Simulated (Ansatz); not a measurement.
A relaxed structure of GaSb is spoiled in several ways and relaxed again each time (noise and exchanges are one random draw each; pressure is positive under compression). Level of theory: PBEsol (plane waves to 420 eV, PAW, scalar-relativistic; Ansatz, a program for electronic structure).

Space group F-43m (No. 216); a = b = c = 6.1120 Å, α = β = γ = 90.00°

| atom | site | symmetry | x | y | z |
|---|---|---|---|---|---|
| Sb | 4c | -43m | 0.2500 | 0.2500 | 0.2500 |
| Ga | 4a | -43m | 0.0000 | 0.0000 | 0.0000 |
(The calculation used a cell of 2 atoms; values per cell refer to that cell.)

```csv
change,first pressure (GPa),first V (Å³/atom),released (eV/atom),moves,outcome,final group,E − E(parent) (eV/atom)
with every coordinate shifted by Gaussian noise of σ = 0.45 Å,18.3,28.54,1.68,7,returns to the parent,F-43m,0.00
with every coordinate shifted by Gaussian noise of σ = 0.45 Å,2.5,28.54,0.24,4,returns to the parent,F-43m,0.00
"deformed by the Cartesian strain tensor (xx, yy, zz, yz, xz, xy) = (-0.017, 0.197, 0.038, -0.075, -0.019, 0.024)",-5.3,34.67,0.28,7,returns to the parent,F-43m,0.00
"doubled along one cell vector, shaken by Gaussian noise of σ = 0.08 Å a coordinate",1.2,28.54,0.09,4,returns to the parent,F-43m,0.00
```

First-step values come from each run's starting, coarser k-mesh (9×9×9, 9×9×8, 9×9×5). Each cell has its own k-point mesh; energy differences are given only to the digits this allows. No spin polarisation in the result.
